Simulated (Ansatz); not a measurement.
The relaxed structure here is a generated cell of SrTlF3: the first start was made by placing the elements on the sites of a structure type, and the end was not matched to a known phase here, so it may be hypothetical.

A structure of SrTlF3 relaxed with r2SCAN (plane waves to 500 eV, PAW, scalar-relativistic; Ansatz, a first-principles code); single points at other levels follow on the same geometry (Ansatz, PAW; HSE06 at 420 eV on a 3×3×3 k-mesh; no spin-orbit coupling). Space group Pnma (No. 62).

```yaml
crystal:
  lattice:
    - [6.62767, 0.00000, 0.00000]
    - [0.00000, 9.24333, 0.00000]
    - [0.00000, 0.00000, 6.46324]
  atoms:
    - { symbol: Tl, position: [0.46296, 0.25000, 0.98931] }
    - { symbol: Tl, position: [0.96296, 0.25000, 0.51069] }
    - { symbol: Tl, position: [0.53704, 0.75000, 0.01069] }
    - { symbol: Tl, position: [0.03704, 0.75000, 0.48931] }
    - { symbol: Sr, position: [0.00000, 0.00000, 0.00000] }
    - { symbol: Sr, position: [0.50000, 0.50000, 0.50000] }
    - { symbol: Sr, position: [0.00000, 0.50000, 0.00000] }
    - { symbol: Sr, position: [0.50000, 0.00000, 0.50000] }
    - { symbol: F, position: [0.03197, 0.25000, 0.10198] }
    - { symbol: F, position: [0.53197, 0.25000, 0.39802] }
    - { symbol: F, position: [0.96803, 0.75000, 0.89802] }
    - { symbol: F, position: [0.46803, 0.75000, 0.60198] }
    - { symbol: F, position: [0.30100, 0.55162, 0.19601] }
    - { symbol: F, position: [0.80100, 0.94838, 0.30399] }
    - { symbol: F, position: [0.69900, 0.05162, 0.80399] }
    - { symbol: F, position: [0.19900, 0.44838, 0.69601] }
    - { symbol: F, position: [0.69900, 0.44838, 0.80399] }
    - { symbol: F, position: [0.19900, 0.05162, 0.69601] }
    - { symbol: F, position: [0.30100, 0.94838, 0.19601] }
    - { symbol: F, position: [0.80100, 0.55162, 0.30399] }
```

| level | gap (eV) | kind | conduction minimum |
|---|---|---|---|
| r2SCAN | 4.70 | indirect | Γ |
| HSE06 | ? | – | ? |

Q: Fill in the missing entries.

A: 
- HSE06, gap (eV): 5.45
- HSE06, conduction minimum: Γ

HSE06 gaps come from a coarse mesh plus a few chosen points, so they may be too large. For this cell size the semilocal gaps come from the SCF mesh and high-symmetry points. No spin polarisation in the result.

The run could not lose the symmetry of its start, so the end can be a saddle point.
